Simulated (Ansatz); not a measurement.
# TePb$_{3}$Se$_{2}$ (P-3m1) at 2 levels of theory

One geometry, relaxed with PBE; plane waves with PAW potentials in Ansatz, scalar-relativistic. No spin polarisation. Gaps are the least over mesh and band path; pressure is positive in compression.

```
CELL_PARAMETERS angstrom
4.47785 0.00000 0.00000
-2.23893 3.87793 0.00000
0.00000 0.00000 10.97135
ATOMIC_POSITIONS crystal
Te 0.00000 0.00000 0.50000
Pb 0.33333 0.66667 0.68082
Pb 0.66667 0.33333 0.31918
Pb 0.00000 0.00000 0.00000
Se 0.33333 0.66667 0.16027
Se 0.66667 0.33333 0.83973
```

```
level  cutoff (eV)   k mesh  gap (eV)  pressure (GPa)
  PBE          420  12×12×4      0.57             0.0
```

What comes out on the same cell with PBEsol?

```tsv
level	cutoff (eV)	k mesh	gap (eV)	pressure (GPa)
PBEsol	420	12×12×4	0.49	-2.5
```

Spin-orbit coupling matters for the bands of heavy elements and is left out.

The structure comes from a generated guess; another structure or a mixture of phases may lie lower.
